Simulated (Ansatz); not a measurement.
TaW3 in space group Fm-3m (No. 225; Ta on 4a, W on 8c, W on 4b) at seven volumes, plane-wave PAW LDA (Ansatz code), scaled uniformly. One row is withheld.

```tsv
V (Å³/atom)	P (GPa)
14.332	35.26
14.805	?
15.277	9.99
15.750	0.00
16.222	-8.53
16.695	-15.82
17.167	-22.05
```

**Question.** Fit the shown pressures and predict the withheld one.

**Answer.** Third-order Birch–Murnaghan: P = (3/2)B₀(x^(7/2) − x^(5/2))[1 + (3/4)(B′ − 4)(x − 1)] with x = (V₀/V)^(2/3). Least squares on the six rows gives V₀ = 15.750 Å³/atom, B₀ = 306.6 GPa, B′ = 4.19. At V = 14.805, x = 1.0421 and P = 21.60 GPa. The run itself gave 21.67 GPa.

The first step of the workflow began from a Materials Project structure, measured or hypothetical; the Crystallography Open Database copy checked does not list it. With Ta and W taken as one species the cell has the higher symmetry Im-3m, so it may be an ordered model of a mixed-site phase. Whether it is the stable phase at ambient conditions was not checked. Symmetry was held in the LDA relaxation; its stability against distortions is not shown here. No spin polarisation was allowed. Scalar-relativistic: spin–orbit coupling is off unless named, which matters more the heavier the elements.

Potentials: the later of the program's two PAW sets.
